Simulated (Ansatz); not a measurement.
## NiO: zone-centre modes

Theory: DFT PBE, scalar-relativistic, plane waves, PAW (Ansatz). The runs took a 420 eV cutoff, a Γ-centred 24×24×24 mesh and Gaussian smearing (0.15 eV). Collinear spins, started from moments 1.6, 0.3 μB in atom order; the magnetic state may not be the lowest.

The undisturbed cell (relaxed at this level):

```
Ni O
1.0
     0.00000    2.10819    2.10819
     2.10819    0.00000    2.10819
     2.10819    2.10819    0.00000
Ni O
1 1
Direct
  0.00000 0.00000 0.00000
  0.50000 0.50000 0.50000
```

Harmonic modes by finite displacements of 0.02 Å, without the LO–TO term.

Question: At this geometry, is the structure stable against these modes?

Answer: Yes: no mode is imaginary beyond 10 cm⁻¹, and only the three translations lie near zero.

Question: List the wavenumbers in cm⁻¹.

Answer: 0, 0, 0, 185, 185, 185.

Cost: 1 run of about 7.5 core-minutes, on Intel Xeon Processor @ 2.50GHz (Skylake/Cascade Lake) (shared hosts).